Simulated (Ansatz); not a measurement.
# Be₃ZnSe₄: relaxed-ion elastic tensor

The calculation used DFT PBE, scalar-relativistic, plane waves, PAW in Ansatz. Settings: 420 eV plane-wave cutoff, Γ-centred 6×6×2 mesh, fixed occupations. No spin polarisation.

The cell, relaxed at this level:
```
Be Zn Se
1.0
     3.74709    0.00000    0.00000
    -1.87354    3.24507    0.00000
     0.00000    0.00000   12.40967
Be Zn Se
3 1 4
Direct
  0.66667 0.33333 0.01250
  0.66667 0.33333 0.49284
  0.00000 0.00000 0.25316
  0.00000 0.00000 0.75621
  0.66667 0.33333 0.19391
  0.66667 0.33333 0.67294
  0.00000 0.00000 0.43432
  0.00000 0.00000 0.95412
```

It was reached by relaxing an invented guess, and it needn't be the stable form of this composition.

Task: Give the relaxed-ion elastic constants (GPa, Voigt order xx yy zz yz xz xy, on the Cartesian axes of the cell above).

Result:
C11 = 126.8, C12 = 42.1, C13 = 31.0, C14 = -0.9, C22 = 126.8, C23 = 31.0, C24 = 0.9, C33 = 159.9, C44 = 36.1, C55 = 36.1, C56 = -0.9, C66 = 42.4 GPa; the others vanish.

Task: Is the crystal stable against homogeneous strain?

Result: Yes: the least eigenvalue of the tensor is 35.9 GPa.

Task: And the moduli of a polycrystal (Hill averages)?

Result: B = 69 GPa, G = 43 GPa, E = 106 GPa, ν = 0.24.
